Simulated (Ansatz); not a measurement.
# Clamped-ion strain scan in HfN

Computed with DFT r2SCAN, scalar-relativistic, plane waves, PAW (Ansatz). Settings: plane waves to 500 eV, k-mesh 18×18×18 (Γ-centred), Gaussian smearing 0.15 eV. Spin–orbit coupling is left out, which can shift energies with elements as heavy as these. No spin polarisation. Energies are free energies at this smearing, counted from the undisturbed cell; pressure is positive in compression.

The undisturbed cell (as given, not relaxed at this level; it stands at 1.4 GPa):

```
CELL_PARAMETERS angstrom
0.00000 2.25900 2.25900
2.25900 0.00000 2.25900
2.25900 2.25900 0.00000
ATOMIC_POSITIONS crystal
Hf 0.00000 0.00000 0.00000
N 0.50000 0.50000 0.50000
```

The cell is strained by ε times the Voigt pattern (1, 1, 0, 0, 0, 0) (xx, yy, zz, yz, xz, xy; engineering shear) with fractional coordinates fixed. The cell is metallic on the mesh throughout.

```csv
ε,ΔE (meV/atom)
-0.0200,26.9
-0.0150,15.7
-0.0100,7.5
-0.0050,2.4
0.0000,0.0
0.0050,0.3
0.0100,3.1
0.0150,8.2
0.0175,11.6
0.0200,15.6
```

Q: Predict the stress summed along the pattern (GPa, tension positive) at each point.

A:
```
      ε  stress summed along the pattern (GPa, tension positive)
-0.0200                                                   -36.51
-0.0150                                                   -27.27
-0.0100                                                   -18.60
-0.0050                                                   -10.46
 0.0000                                                    -2.84
 0.0050                                                     4.30
 0.0100                                                    10.99
 0.0150                                                    17.25
 0.0175                                                    20.23
 0.0200                                                    23.11
```